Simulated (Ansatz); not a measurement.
Relaxing LaF2 (CdI2-type structure)

Method: PBEsol, scalar-relativistic; no spin polarisation; PAW, 420 eV, 10×10×6 k-mesh, Gaussian smearing of 0.05 eV; code Ansatz; PAW files: Ansatz's generated set soft_2.

The start was a prototype's sites filled with these elements, not a measured cell.

The start:

```xyz
3
Lattice="3.3451 0.0000 0.0000 -1.6725 2.8969 0.0000 0.0000 0.0000 5.3963" Properties=species:S:1:pos:R:3 pbc="T T T"
La    0.0000    0.0000    0.0000
F     0.0000    1.9313    1.3599
F     1.6725    0.9656    4.0364
```

The steps in volume:

```
run   level   k-mesh                    kind  V (Å³/atom)  P (GPa)  E − E(final) (meV/atom)  gap on the mesh (eV)
  1  PBEsol  10×10×6  cell and atoms relaxed        19.01      0.0                      0.0                 metal
  2  PBEsol  10×10×6  cell and atoms relaxed        19.01      0.0                      0.0                 metal
```

The cell is relaxed to zero pressure at this level.

The final structure (symmetry read at 0.01 Å). The structure is trigonal, space group P-3m1 (No. 164). The conventional cell has a = 3.577 Å, b = 3.577 Å, c = 5.147 Å, α = 90.00°, β = 90.00°, γ = 120.00°. La (site symmetry -3m) has 6 F at 2.47 Å as nearest neighbours. F (site symmetry 3m) is surrounded by 3 La at 2.47 Å. (Shells end 15 % past the nearest neighbour.)

At the final geometry the gap, band path included, is zero (metallic). Against the elements' standard states, run alike and uncorrected, the formation energy is -3.23 eV/atom. The runs in the table took roughly 2.3 core-minutes.

**Why it comes out so.**

The calculation's cell holds 25 valence electrons, an odd number. Without magnetic order each band takes two, so one stays part-filled and the crystal must be a metal. (Only strong correlation, outside this picture, could make a Mott insulator of it.) A formal count (La³⁺, F⁻) leaves 1 electron a formula unit beyond the anions' closed shells. It goes into the bands above the anion p states, which fits the metal found.

Scalar-relativistic only: spin–orbit splittings of the heavy atoms' levels are missing. Spin polarisation wasn't tried.
